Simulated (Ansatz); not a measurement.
Polymorphs of SiNi, each relaxed with DFT-r²SCAN in the program Ansatz with PAW potentials:

A: Pnma
a = 5.0924 Å, b = 3.3581 Å, c = 5.5657 Å, α = β = γ = 90.00°

| atom | site | symmetry | x | y | z |
|---|---|---|---|---|---|
| Ni | 4c | .m. | 0.0078 | 0.2500 | 0.8108 |
| Si | 4c | .m. | 0.1788 | 0.2500 | 0.4158 |

B: rock salt (Fm-3m)
a = b = c = 4.704 Å, α = β = γ = 90.00°

```
atom  site  symmetry       x       y       z
----  ----  --------  ------  ------  ------
Si      4a      m-3m  0.0000  0.0000  0.0000
Ni      4b      m-3m  0.5000  0.5000  0.5000
```

### Question
Rank these by energy per atom at 0 K (lowest first), as r²SCAN gives it.

### Answer
A (+0 meV/atom), B (+596 meV/atom)

Constructed cells (a structure type filled with these elements, in neither database checked): B. Not the usual ambient phase: B. Began spin-polarised and lost the moments: A; B. Unstable at this level: B. All cells were relaxed under the symmetry of their starts (and spin orders); stability against distortions was not tested throughout.

Energies hold the estimated change up to a 700 eV cutoff; steps of a few meV lie near the error of the meshes.

Potentials: the later of the program's two PAW sets.
